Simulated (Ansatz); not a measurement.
A plane-wave DFT run in Ansatz 0.2.0 (scalar-relativistic PAW potentials unless the input names others): input and command.

```yaml
crystal:
  lattice:
    - [3.1808833079, 0.0, 0.0]
    - [0.0, 7.9154887254, 0.0]
    - [0.0, 0.0, 5.9801205443]
  atoms:
    - { symbol: Sr, position: [0.5, 0.5, 0.5] }
    - { symbol: Sr, position: [0.0, 0.0, 0.0] }
    - { symbol: Mo, position: [0.2608836252, 0.8921846396, 0.5] }
    - { symbol: Mo, position: [0.7608836252, 0.6078153604, 0.0] }
    - { symbol: Mo, position: [0.7391163748, 0.1078153604, 0.5] }
    - { symbol: Mo, position: [0.2391163748, 0.3921846396, 0.0] }
basis:
  ecutwfc: "700 eV"
kpoints:
  mp_grid: { grid: [10, 6, 6] }
hamiltonian:
  xc: pbe
scf:
  occupations: { method: gaussian, width: 0.1 }
output:
  forces: true
  eigenvalues: true
  stress: true
```

```bash
ansatz run input.yaml --threads 1 --pin off --max-ram 2560MiB --backend cpu --events-out ev --progress --plain --runs-dir out
```

Abridged log:
```
Basis set: ecut = 700 eV, 6327 PW (Γ), exchange–correlation on 60×144×108 points (8 copies of the dense FFT grid, shifted against one another)
Bands: 46, of which v1, the nominal top of the filled ones, is band 38 counted from 1 (37 counted from 0)
Symmetry: 8 space group operations
k-points: 96 of 360
SCF iter   1: F=—  HF=-26905.833110 eV  |F-HF|=—  |Δ(HF+E_count)|=         —  Δρ=9.92e-3  dr2=7.81e-2  ethr=1.77e-3  ⟨swp⟩=7.4  Hψ=19328  notcnv=0
SCF iter   2: F=—  HF=-26905.828460 eV  |F-HF|=—  |Δ(HF+E_count)|=   4.65e-3  Δρ=5.34e-3  dr2=2.27e-2  ethr=1.03e-4  ⟨swp⟩=1.7  Hψ=5532  notcnv=0  defer=1
SCF iter   3: F=—  HF=-26905.825499 eV  |F-HF|=—  |Δ(HF+E_count)|=   2.96e-3  Δρ=6.76e-4  dr2=7.31e-4  ethr=2.99e-5  ⟨swp⟩=2.2  Hψ=5862  notcnv=0  defer=1
SCF iter   4: F=—  HF=-26905.825586 eV  |F-HF|=—  |Δ(HF+E_count)|=   8.75e-5  Δρ=1.93e-4  dr2=6.01e-5  ethr=9.62e-7  ⟨swp⟩=2.3  Hψ=6310  notcnv=0  defer=1
SCF iter   5: F=—  HF=-26905.825923 eV  |F-HF|=—  |Δ(HF+E_count)|=   3.36e-4  Δρ=5.03e-5  dr2=4.90e-6  ethr=7.90e-8  ⟨swp⟩=2.1  Hψ=5882  notcnv=0  defer=1
SCF iter   6: F=—  HF=-26905.825923 eV  |F-HF|=—  |Δ(HF+E_count)|=   1.61e-7  Δρ=1.25e-5  dr2=3.03e-7  ethr=6.45e-9  ⟨swp⟩=2.1  Hψ=5908  notcnv=0  defer=1
SCF iter   7: F=-26905.825923 eV  HF=-26905.825923 eV  |F-HF|=4.55e-9  |Δ(HF+E_count)|=   1.73e-9  Δρ=3.09e-6  dr2=1.70e-8  ethr=1.32e-10  ⟨swp⟩=11.2  Hψ=21712  notcnv=0
SCF 1 converged in 7 iterations: F = -26905.825923 eV  dr2 = 1.70e-8
SCF converged after 7 iterations
Free energy (F): -26905.825923 eV
Harris-Foulkes:  -26905.825923 eV  (|F-HF|=4.55e-9)
Internal energy: -26905.803083 eV  (E = F + TS)
E sigma→0 (E₀):  -26905.814503 eV
Entropy (-TS):   -0.022839 eV (-3.807 meV/atom)
Fermi energy:    12.080968 eV
--- Forces (eV/Å), atoms counted from 1 ---
  atom   1  Sr     0.00000000     0.00000000     0.00000000
  atom   2  Sr     0.00000000     0.00000000     0.00000000
  atom   3  Mo    -0.00032656     0.00088990     0.00000000
  atom   4  Mo    -0.00032656    -0.00088990     0.00000000
  atom   5  Mo     0.00032656    -0.00088990     0.00000000
  atom   6  Mo     0.00032656     0.00088990     0.00000000
--- Stress (GPa, compression-positive) ---
       -0.004105       0.000000       0.000000
        0.000000       0.000164       0.000000
        0.000000       0.000000      -0.000129
  P = ⅓ Tr σ = -0.0014 GPa (-0.014 kbar)
```

Apart from outputs, empty bands and the relaxation, which only the reference makes, the input differs from a reference run on usual settings in basis.ecutwfc: 420 → "700 eV". The reference, at the same geometry, ended its own course with pressure 0.00 GPa, largest force 0.000 eV/Å, no gap on the mesh. This run converged in 7 SCF iterations with an energy at zero smearing 0.80 meV/atom below the reference's, pressure 0.00 GPa, largest force 0.001 eV/Å, no gap on the mesh.

It took 33 s on 1 thread of Intel(R) Xeon(R) 6975P-C (Granite Rapids), on a shared host, peak memory 1.1 GiB.